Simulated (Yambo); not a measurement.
Yambo run on Si (diamond, space group Fd-3m, No. 227). The wavefunctions are PBEsol (Quantum ESPRESSO, PseudoDojo norm-conserving, 36 Ry, scalar-relativistic) ones on a 4×4×4 mesh (4 occupied bands); a = b = c = 3.841 Å, α = β = γ = 60.00°.

Yambo input:

```
rim_cut
gw0
dyson
el_el_corr
HF_and_locXC
ppa
em1d
RandQpts= 1000000
RandGvec= 1 Ry
EXXRLvcs= 36 Ry
VXCRLvcs= 144 Ry
Chimod= "HARTREE"
% BndsRnXp
 1 | 47 |
%
NGsBlkXp= 14 Ry
% LongDrXp
 1.0 | 1.0 | 1.0 |
%
PPAPntXp= 27.2114 eV
% GbndRnge
 1 | 47 |
%
GTermKind= "BG"
DysSolver= "n"
ExtendOut
% QPkrange
 1 | 1 | 4 | 5 |
 7 | 7 | 5 | 5 |
%
```

k points by index: 1 = Γ, 7 = X.

Table of the .qp output:

```
#    K-point    Band    Eo [eV]    E [eV]    E-Eo [eV]    Vxc [eV]    Vnlxc [eV]    Sc|Eo [eV]    Sc|E [eV]    dSc/dw|Eo [eV]    Re(Z)    Im(Z)
#
    1    4    0.000000    -0.609737    -0.609737    -11.23198    -12.89738    0.878075    1.055661    -7.924236    0.774464    -0.001624
    1    5    2.512798    2.615231    0.102433    -10.01589    -5.737017    -4.146619    -4.176435    -7.910180    0.774774    -0.001589
    7    5    0.595904    0.681253    0.085349    -9.044162    -5.166888    -3.769264    -3.791925    -7.214425    0.790433    -0.001545
```
(The two width columns are left out.) Convergence of these settings isn't established.

Geometry relaxed with PBEsol.
